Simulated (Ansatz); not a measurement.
CaH2O2:
```cif
data_H2CaO2
_chemical_formula_sum 'Ca1 H2 O2'
_space_group_name_H-M_alt 'P-3m1'
_space_group_IT_number 164
_space_group_name_Hall '-P 3 2"'
_cell_length_a 3.49785
_cell_length_b 3.49785
_cell_length_c 4.61807
_cell_angle_alpha 90.000
_cell_angle_beta 90.000
_cell_angle_gamma 120.000
loop_
_atom_site_label
_atom_site_type_symbol
_atom_site_symmetry_multiplicity
_atom_site_Wyckoff_symbol
_atom_site_fract_x
_atom_site_fract_y
_atom_site_fract_z
_atom_site_occupancy
Ca1 Ca 1 a 0.00000 0.00000 0.00000 1
H1 H 2 d 0.33333 0.66667 0.45784 1
O1 O 2 d 0.33333 0.66667 0.24609 1
```

Relaxed with LDA.

Question: Tabulate the valence density and the electron localisation function along the shortest Ca–O contact (2.32 Å), DFT-LDA in the program Ansatz with PAW potentials.

Answer: 

```
distance from Ca (Å)  density (e/Å³)   ELF
--------------------  --------------  ----
0.23                            6.34  0.79
0.35                            5.46  0.83
0.46                            4.26  0.86
0.58                            2.97  0.86
0.70                            1.85  0.83
0.81                            1.06  0.70
0.93                            0.59  0.38
1.04                            0.37  0.14
1.16                            0.30  0.10
1.27                            0.34  0.23
1.39                            0.48  0.54
1.51                            0.76  0.78
1.62                            1.26  0.85
1.74                            2.19  0.86
1.85                            3.66  0.82
1.97                            5.38  0.72
2.09                            6.77  0.52
```

The density is the valence pseudo-density with augmentation charge, so density and ELF within about 1 Å of a nucleus are not all-electron values.

The workflow started from a Materials Project entry (that database holds measured and hypothetical structures alike); the Crystallography Open Database files this formula in space group No. 164, but the cells were not matched. Its standing as an ambient phase is unchecked. Symmetry was held in the LDA relaxation; whether a distortion lowers the energy is not shown. A crystal of weakly bound layers computed without a dispersion correction: the cell and the soft elastic constants depend strongly on that.

Potentials: the later of the program's two PAW sets.
